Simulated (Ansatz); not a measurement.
Y (hcp (Mg type), P6_3/mmc) under volume change, PBEsol in the plane-wave PAW code Ansatz, shape and atoms relaxed at each volume.

| V (Å³/atom) | E − E(relaxed) (meV/atom) | P (GPa) |
|---|---|---|
| 28.483 | 37.9 | 4.57 |
| 29.422 | 16.2 | 2.87 |
| 30.361 | ? | ? |
| 31.300 | 0.0 | 0.00 |
| 32.239 | 3.6 | -1.21 |
| 33.178 | 13.9 | -2.29 |
| 34.117 | ? | ? |

Complete the blanks.


- 34.117, E − E(relaxed) (meV/atom): 30.2
- 34.117, P (GPa): -3.24
- 30.361, E − E(relaxed) (meV/atom): 3.9
- 30.361, P (GPa): 1.36

What does a third-order Birch–Murnaghan fit give for V₀, B₀ and B′?

V₀ = 31.30 Å³/atom, B₀ = 42.6 GPa, B′ = 2.8.

Symmetry was held in the PBEsol relaxation. The run is not spin-polarised.

Potentials: the later of the program's two PAW sets.
